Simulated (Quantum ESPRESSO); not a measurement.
# Band energies of C

```
CELL_PARAMETERS angstrom
      2.46729     0.00000     0.00000
     -1.23365     2.13674     0.00000
      0.00000     0.00000     7.80307
ATOMIC_POSITIONS crystal
  C  0.00000 0.00000 0.25000
  C  0.00000 0.00000 0.75000
  C  0.33333 0.66667 0.25000
  C  0.66667 0.33333 0.75000
```

PBEsol (pw.x of Quantum ESPRESSO, ONCV potentials, scalar-relativistic); path ΓMKΓALHA,LM,KH; energies in eV from the Fermi level.

| k (1/Å) | point | band 4 | band 5 | band 6 | band 7 | band 8 | band 9 | band 10 | band 11 |
|---|---|---|---|---|---|---|---|---|---|
| 0.00 | Γ | -7.20 | -2.99 | -2.99 | -2.99 | -2.99 | 3.27 | 7.48 | 8.36 |
| 0.32 |  | -6.88 | -4.04 | -4.03 | -3.54 | -3.53 | 3.62 | 7.79 | 8.41 |
| 0.74 |  | -7.38 | -6.30 | -5.50 | -5.03 | -5.02 | 5.16 | 7.12 | 7.34 |
| 1.05 |  | -10.20 | -5.94 | -5.92 | -4.58 | -3.88 | 4.08 | 4.46 | 7.08 |
| 1.47 | M | -13.23 | -6.41 | -6.40 | -2.51 | -2.23 | 1.52 | 1.87 | 7.35 |
| 1.89 |  | -12.82 | -8.24 | -8.22 | -1.91 | -1.64 | 1.37 | 1.56 | 9.84 |
| 2.21 |  | -12.33 | -10.37 | -10.35 | -0.70 | -0.44 | 0.48 | 0.63 | 10.64 |
| 2.32 | K | -12.52 | -10.60 | -10.60 | -0.25 | 0.00 | 0.00 | 0.27 | 10.61 |
| 2.64 |  | -11.06 | -9.54 | -9.52 | -2.29 | -1.75 | 1.91 | 2.15 | 9.78 |
| 3.06 |  | -8.46 | -7.07 | -7.06 | -5.13 | -4.38 | 5.36 | 5.55 | 6.46 |
| 3.38 |  | -6.19 | -6.18 | -5.92 | -5.13 | -5.12 | 4.69 | 8.15 | 8.28 |
| 3.80 |  | -7.05 | -3.48 | -3.48 | -3.26 | -3.26 | 3.43 | 7.62 | 8.43 |
| 4.02 | Γ | -7.20 | -2.99 | -2.99 | -2.99 | -2.99 | 3.27 | 7.48 | 8.36 |
| 4.29 |  | -7.44 | -2.99 | -2.99 | -2.99 | -2.99 | 4.06 | 5.99 | 8.36 |
| 4.42 | A | -7.66 | -2.99 | -2.99 | -2.99 | -2.99 | 4.94 | 4.94 | 8.37 |
| 4.62 |  | -7.53 | -3.42 | -3.42 | -3.22 | -3.22 | 5.06 | 5.06 | 8.42 |
| 5.01 |  | -6.54 | -6.10 | -6.10 | -4.50 | -4.50 | 6.08 | 6.08 | 8.28 |
| 5.30 |  | -8.72 | -5.49 | -5.49 | -5.19 | -5.19 | 5.81 | 5.81 | 7.50 |
| 5.69 |  | -12.10 | -6.30 | -6.30 | -2.96 | -2.96 | 2.40 | 2.40 | 7.46 |
| 5.89 | L | -13.24 | -6.40 | -6.40 | -2.37 | -2.37 | 1.65 | 1.65 | 7.41 |
| 6.10 |  | -13.13 | -6.93 | -6.93 | -2.21 | -2.21 | 1.61 | 1.61 | 8.12 |
| 6.42 |  | -12.63 | -9.00 | -9.00 | -1.43 | -1.43 | 1.24 | 1.24 | 10.67 |
| 6.74 | H | -12.54 | -10.60 | -10.60 | 0.00 | 0.00 | 0.00 | 0.00 | 10.18 |
| 6.83 |  | -12.15 | -10.46 | -10.46 | -0.55 | -0.55 | 0.54 | 0.54 | 10.22 |
| 7.21 |  | -10.21 | -8.70 | -8.70 | -3.07 | -3.07 | 3.19 | 3.19 | 9.52 |
| 7.49 |  | -8.38 | -6.99 | -6.99 | -4.84 | -4.84 | 5.56 | 5.56 | 7.83 |
| 7.87 |  | -6.62 | -5.67 | -5.67 | -4.73 | -4.73 | 6.00 | 6.00 | 8.78 |
| 8.25 |  | -7.54 | -3.38 | -3.38 | -3.21 | -3.21 | 5.06 | 5.06 | 8.43 |
| 8.44 | A | -7.66 | -2.99 | -2.99 | -2.99 | -2.99 | 4.94 | 4.94 | 8.37 |
| 8.44 | L | -13.24 | -6.40 | -6.40 | -2.37 | -2.37 | 1.65 | 1.65 | 7.41 |
| 8.84 | M | -13.23 | -6.41 | -6.40 | -2.51 | -2.23 | 1.52 | 1.87 | 7.35 |
| 8.84 | K | -12.52 | -10.60 | -10.60 | -0.25 | 0.00 | 0.00 | 0.27 | 10.61 |
| 9.24 | H | -12.54 | -10.60 | -10.60 | 0.00 | 0.00 | 0.00 | 0.00 | 10.18 |

At this level the gap is closed or nearly so: along the path the highest valence and lowest conduction bands touch, or overlap by less than 0.6 eV, a zero-gap or semimetallic result; the valence top lies at 75 % of the way from K to H, the conduction bottom at K.

Geometry of the Materials Project entry, not relaxed at this level.

The distance between layers or molecules is the database entry's, not relaxed here. Functionals without dispersion can leave it too large, which widens gaps and weakens the response across layers: the numbers belong to this cell.
